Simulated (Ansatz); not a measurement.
**Does relaxation matter for the field gradients of ZnS with La replacing Zn?**

Start: a supercell of ZnS (space group P6_3mc) built from an entry of the Crystallography Open Database (COD) (the entry's cell lengths or inner coordinates differ somewhat from later room-temperature determinations), with all atoms left at the host's positions.

Space group P31m (No. 157); a = 6.6026, c = 18.6900 Å, γ = 120.00°.

```
site  Wyckoff  site symmetry       x       y       z
 Zn1       3c            ..m  0.6667  0.0000  0.0000
 Zn4       3c            ..m  0.6667  0.0000  0.5000
 Zn7       3c            ..m  0.0000  0.3333  0.1667
Zn10       1a            3.m  0.0000  0.0000  0.6667
Zn11       2b            3..  0.3333  0.6667  0.6667
  La       1a            3.m  0.0000  0.0000  0.3333
Zn14       2b            3..  0.3333  0.6667  0.3333
Zn16       3c            ..m  0.0000  0.3333  0.8333
 S19       3c            ..m  0.6667  0.0000  0.1250
 S22       3c            ..m  0.6667  0.0000  0.6250
 S25       3c            ..m  0.0000  0.3333  0.2917
 S28       1a            3.m  0.0000  0.0000  0.7917
 S29       2b            3..  0.3333  0.6667  0.7917
 S31       1a            3.m  0.0000  0.0000  0.4583
 S32       2b            3..  0.3333  0.6667  0.4583
 S34       3c            ..m  0.0000  0.3333  0.9583
```

One atom of each set is listed.

Computed with Ansatz: DFT, PBE, plane waves and PAW, scalar-relativistic, 420 eV cutoff, Γ-centred 3×3×1 k-points, Fermi–Dirac smearing 0.01 eV, cell charge +1.

The largest force at the start is 6.1 eV/Å. Relaxing the ions at fixed cell moves them by 0.438 Å at most (atom 27, S) and 0.163 Å rms.

| site | moved (Å) | first shell before | first shell after | V_zz before (10²¹ V/m²) | η before |
| --- | --- | --- | --- | --- | --- |
| Zn4 | 0.142 | 4 S at 2.33–2.34 Å | 4 S at 2.28–2.35 Å | -1.88 | 0.73 |
| Zn7 | 0.176 | 4 S at 2.33–2.34 Å | 4 S at 2.29–2.38 Å | 2.44 | 0.00 |
| Zn10 | 0.058 | 4 S at 2.33–2.34 Å | 4 S at 2.31–2.33 Å | -0.52 | 0.00 |
| La | 0.227 | 4 S at 2.33–2.34 Å | 4 S at 2.71–2.73 Å | 0.35 | 0.00 |
| Zn14 | 0.147 | 4 S at 2.33–2.34 Å | 4 S at 2.27–2.29 Å | -1.62 | 0.00 |
| S19 | 0.089 | 4 Zn at 2.33–2.34 Å | 4 Zn at 2.29–2.36 Å | -0.58 | 0.34 |
| S22 | 0.086 | 4 Zn at 2.33–2.34 Å | 4 Zn at 2.28–2.33 Å | 1.95 | 0.02 |
| S25 | 0.438 | 3 Zn at 2.33–2.34 Å, 1 La at 2.33 Å | 3 Zn at 2.29–2.38 Å, 1 La at 2.71 Å | -8.02 | 0.22 |
| S28 | 0.032 | 4 Zn at 2.33–2.34 Å | 4 Zn at 2.31–2.32 Å | 0.77 | 0.00 |
| S29 | 0.041 | 4 Zn at 2.33–2.34 Å | 4 Zn at 2.30–2.32 Å | 0.83 | 0.00 |
| S31 | 0.164 | 3 Zn at 2.33 Å, 1 La at 2.34 Å | 3 Zn at 2.35 Å, 1 La at 2.73 Å | -8.75 | 0.00 |
| S34 | 0.020 | 4 Zn at 2.33–2.34 Å | 4 Zn at 2.31–2.33 Å | 0.083 | 0.24 |

(1) What are V_zz and η after the relaxation?

Answers

(1) 

```json
{"site": "Zn4", "V_zz after": "-2.50", "η after": "0.21", "change of V_zz": "-0.62"}
{"site": "Zn7", "V_zz after": "3.45", "η after": "0.81", "change of V_zz": "+1.01"}
{"site": "Zn10", "V_zz after": "-0.58", "η after": "0.00", "change of V_zz": "-0.06"}
{"site": "La", "V_zz after": "6.27", "η after": "0.00", "change of V_zz": "+5.92"}
{"site": "Zn14", "V_zz after": "-2.97", "η after": "0.00", "change of V_zz": "-1.35"}
{"site": "S19", "V_zz after": "-1.97", "η after": "0.41", "change of V_zz": "-1.39"}
{"site": "S22", "V_zz after": "1.14", "η after": "0.02", "change of V_zz": "-0.81"}
{"site": "S25", "V_zz after": "-7.59", "η after": "0.53", "change of V_zz": "+0.43"}
{"site": "S28", "V_zz after": "-0.070", "η after": "0.00", "change of V_zz": "-0.84"}
{"site": "S29", "V_zz after": "-0.14", "η after": "0.00", "change of V_zz": "-0.97"}
{"site": "S31", "V_zz after": "-5.48", "η after": "0.00", "change of V_zz": "+3.27"}
{"site": "S34", "V_zz after": "-0.85", "η after": "0.45", "change of V_zz": "-0.94"}
```

The largest change of V_zz is on La, from 0.35 to 6.27. Where |V_zz| stays above 0.1 and the axes keep their order, η moves most on Zn7, from 0.00 to 0.81. On S25, S19 V_xx and V_yy change places (or their axes turn by over 50°), so the two values of η hide a larger change. V_zz changes sign on S29 (same axis), S28 (same axis), S34 (axis turned by 14°). The table leaves out 4 of the 16 sites, with |V_zz| up to 2.00; their tensors move by 1.14 at most along any direction. The statements above cover all sites. The host's own positions weren't relaxed first, so part of the change far from the defect can be the host's relaxation.

The defect repeats with the cell of 36 atoms, so it feels its images: sites between two images don't show the values beside a lone defect, and zeros or small values of η there can come from the images' arrangement. S and Zn carry a gradient in the pure host already, so the values there aren't the defect's effect alone. A uniform background compensates the cell's charge. Without spin–orbit coupling (the program notes it for La) the gradients are little affected as a rule: paired runs on crystals with a gap mostly move them by under 2 % at such atoms.
Before: The cell keeps the host's lattice, where the PBE pressure is 7 GPa (in a charged cell this depends on the convention for the mean potential). The neighbours have not yet relaxed around the defect (largest force 6.1 eV/Å), so the values at and beside it are those of a strained start, not of the defect in a real crystal.
After: The relaxation keeps the site symmetry 3m of the start, so the impurity can move only along its axis; a start off the site could end lower.
